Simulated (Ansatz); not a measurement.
**MnHg: energy against total moment**

Computed with Ansatz, DFT PBE, scalar-relativistic, plane waves, PAW.

```xyz
2
Lattice="3.2880 0.0000 0.0000 0.0000 3.2880 0.0000 0.0000 0.0000 3.3130" Properties=species:S:1:pos:R:3 pbc="T T T"
Mn    1.6440    1.6440    1.6565
Hg    0.0000    0.0000    0.0000
```

- plane-wave cutoff: 420 eV
- Γ-centred k-mesh: 12×12×12
- occupation rule: Gaussian smearing, 0.1 eV

The total moment of the cell is held at each value, at fixed atoms.

Site moments are spin moments in atom-centred spheres that scale with the neighbour distance.

```tsv
held moment (μB/cell)	E above lowest (meV/atom)	P (GPa)	site moments (μB)
0.00	691.7	-14.1	none over 0.05
0.62	657.1	-13.2	Mn +0.71
1.25	539.4	-11.2	Mn +1.41, Hg -0.06
1.88	385.6	-9.3	Mn +2.07, Hg -0.07
2.50	217.0	-7.0	Mn +2.72, Hg -0.09
3.12	73.7	-3.5	Mn +3.30, Hg -0.09
3.75	0.0	0.9	Mn +3.76
4.38	51.6	6.0	Mn +4.13, Hg +0.06
5.00	308.5	12.1	Mn +4.41, Hg +0.19
```

Cost: 9 runs of about 2.5 core-minutes in all, on Arm Neoverse V2 (shared hosts).